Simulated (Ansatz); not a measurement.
A trial cell of Ti3Al4Ni, before relaxation:

```cif
data_structure
_symmetry_space_group_name_H-M 'P4/mmm'
_symmetry_Int_Tables_number 123
_cell_length_a 3.8342
_cell_length_b 3.8342
_cell_length_c 7.8447
_cell_angle_alpha 90.000
_cell_angle_beta 90.000
_cell_angle_gamma 90.000
_cell_volume 115.33
loop_
_atom_site_label
_atom_site_type_symbol
_atom_site_symmetry_multiplicity
_atom_site_Wyckoff_symbol
_atom_site_fract_x
_atom_site_fract_y
_atom_site_fract_z
_atom_site_occupancy
Ti1 Ti 1 a 0.00000 0.00000 0.00000 1
Ti2 Ti 1 c 0.50000 0.50000 0.00000 1
Ti3 Ti 1 d 0.50000 0.50000 0.50000 1
Al1 Al 4 i 0.00000 0.50000 0.75000 1
Ni1 Ni 1 b 0.00000 0.00000 0.50000 1
```

All numbers below come from Ansatz 0.2.0, DFT PBE, scalar-relativistic, plane waves, PAW. Cutoff 420 eV, Gaussian smearing, Γ-centred meshes. Cell and atoms relax first on a coarse mesh and then on a finer one. In between, the cell is made exact in the group found at 0.06 Å. In metals the finer mesh still leaves noise of several meV/atom or more. The steps can't lower the symmetry of their start. Collinear spin, starting moments Ni 2.0 μB.

A guess keeps its type if space group and coordination stay and the shape of the cell changes little (axis ratios within about 15 %, angles within 6°); the volume may change.

Question: Does this structure survive the relaxation?

Answer: It keeps its type. The symmetry stays P4/mmm (No. 123). The volume per atom grows by 6.3 %, from 14.4 to 15.3 Å³. The shortest distance goes from 2.71 Å (Ti–Ni, Al–Al and Ti–Ti) to 2.69 Å (Al–Ni and Ti–Al). The ratio c/a of the conventional cell changes by a factor of 0.93. Counting neighbours within 15 % of an atom's shortest distance, the start has Al 12, Ni 12, Ti 12 and the end Al 12, Ni 12, Ti 12.

The last run used collinear spin, a 10×10×6 mesh (in the run's order of axes) for its 8-atom cell and Gaussian smearing of 0.10 eV. The magnetic state reached may not be the lowest. A structure relaxed within its symmetry needn't be a true minimum. Another cell of Ti3Al4Ni relaxed alike but without spin, in P4/mmm, lies 101 meV/atom lower, so this cell isn't the stable form at this level.
